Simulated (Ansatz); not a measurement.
# Phase order of Sc along its cold isotherm

All-electron LAPW in Ansatz 0.2.0 under LDA, scalar-relativistic, energies extrapolated to zero smearing. Each structure type was compressed from its own relaxed volume, symmetry kept and shape relaxed on PAW files, and E(V) was fitted to energies and pressures; H = E + pV has no temperature or zero-point term. Only these types were tried: sc (Pm-3m, 15×15×15 mesh, 23.04 Å³/atom at rest); bcc (Im-3m, 17×17×17 mesh, 22.69 Å³/atom at rest); hcp (P6_3/mmc, 15×15×8 mesh, 22.54 Å³/atom at rest); fcc (Fm-3m, 15×15×15 mesh, 22.46 Å³/atom at rest). Spin polarisation is left out. Spin–orbit coupling is left out; Fermi–Dirac smearing is 0.05 to 0.1 eV. Enthalpies carry a few meV/atom of noise from meshes and fits.

Enthalpies against hcp:

```csv
p (GPa),sc (meV/atom),bcc (meV/atom),hcp (meV/atom),fcc (meV/atom)
0,738,121,0,40
4.1,742,124,0,36
11,723,126,0,25
20,675,126,0,9
41,541,118,0,-18
68,391,104,0,-42
100,280,93,0,-60
130,242,95,0,-70
```

Problem. What sequence of phases does this give?

Solution. Among the types tried, hcp is lowest at zero pressure; fcc takes over from hcp near 26 GPa, with a volume step of -1.3 %.
